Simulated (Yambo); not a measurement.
Yambo run on Ba2OsH6 (space group Fm-3m, No. 225). The wavefunctions come from this Quantum ESPRESSO step (PBEsol, PseudoDojo standard norm-conserving files, scalar-relativistic):

```
&CONTROL
  calculation = 'nscf'
  pseudo_dir = './pseudo'
  outdir = './out'
/
&SYSTEM
  ibrav = 0
  nat = 9
  ntyp = 3
  ecutwfc = 74.0
  ecutrho = 296.0
  occupations = 'fixed'
  force_symmorphic = .true.
  nbnd = 189
/
&ELECTRONS
  conv_thr = 9.000000000000001e-09
  diago_full_acc = .true.
  diago_thr_init = 1e-08
/
ATOMIC_SPECIES
H 1.0080 H.upf
Ba 137.3270 Ba.upf
Os 190.2300 Os.upf
CELL_PARAMETERS angstrom
  0.000000000000   4.046210000000   4.046210000000
  4.046210000000   0.000000000000   4.046210000000
  4.046210000000   4.046210000000   0.000000000000
ATOMIC_POSITIONS crystal
H   0.785920000000   0.785920000000   0.214080000000
H   0.214080000000   0.214080000000   0.785920000000
H   0.214080000000   0.785920000000   0.785920000000
H   0.785920000000   0.214080000000   0.214080000000
H   0.785920000000   0.214080000000   0.785920000000
H   0.214080000000   0.785920000000   0.214080000000
Ba   0.750000000000   0.750000000000   0.750000000000
Ba   0.250000000000   0.250000000000   0.250000000000
Os   0.000000000000   0.000000000000   0.000000000000
K_POINTS automatic
2 2 2 0 0 0
```

Yambo input:

```
rim_cut
gw0
dyson
el_el_corr
HF_and_locXC
ppa
em1d
RandQpts= 1000000
RandGvec= 1 Ry
EXXRLvcs= 74 Ry
VXCRLvcs= 296 Ry
Chimod= "HARTREE"
% BndsRnXp
 5 | 188 |
%
NGsBlkXp= 7 Ry
% LongDrXp
 1.0 | 1.0 | 1.0 |
%
PPAPntXp= 27.2114 eV
% GbndRnge
 1 | 188 |
%
GTermKind= "BG"
DysSolver= "n"
ExtendOut
% QPkrange
 1 | 1 | 21 | 22 |
 2 | 2 | 21 | 22 |
 3 | 3 | 21 | 22 |
%
```

k points by index: 1 = Γ, 2 = L, 3 = X.

Table of the .qp output:

```
#    K-point    Band    Eo [eV]    E [eV]    E-Eo [eV]    Vxc [eV]    Vnlxc [eV]    Sc|Eo [eV]    Sc|E [eV]    dSc/dw|Eo [eV]    Re(Z)    Im(Z)
#
    1    21    0.000000    -0.244929    -0.244929    -17.10440    -20.11664    2.700165    2.767315    -7.456136    0.784921    -0.001662
    1    22    2.826597    3.407496    0.580899    -8.098585    -3.688417    -3.718253    -3.829268    -5.199358    0.839578    -0.001108
    2    21    -0.212442    -0.490406    -0.277964    -16.48816    -19.44793    2.605880    2.681807    -7.429272    0.785530    -0.001693
    2    22    3.140156    3.653571    0.513415    -8.995510    -4.657757    -3.721908    -3.824338    -5.427810    0.833701    -0.001036
    3    21    -0.287479    -0.570711    -0.283232    -16.41983    -19.41533    2.634435    2.712266    -7.473926    0.784518    -0.001723
    3    22    1.851668    2.552890    0.701222    -11.28798    -6.973006    -3.468007    -3.613751    -5.654787    0.827943    -0.001222
```
(The two width columns are left out.) Convergence of these settings isn't established.

Spin-orbit coupling is not included.

Geometry of the Materials Project entry, not relaxed at this level.

The structure is a Materials Project entry; no match was found in the copy of COD used, and its stability was not checked.
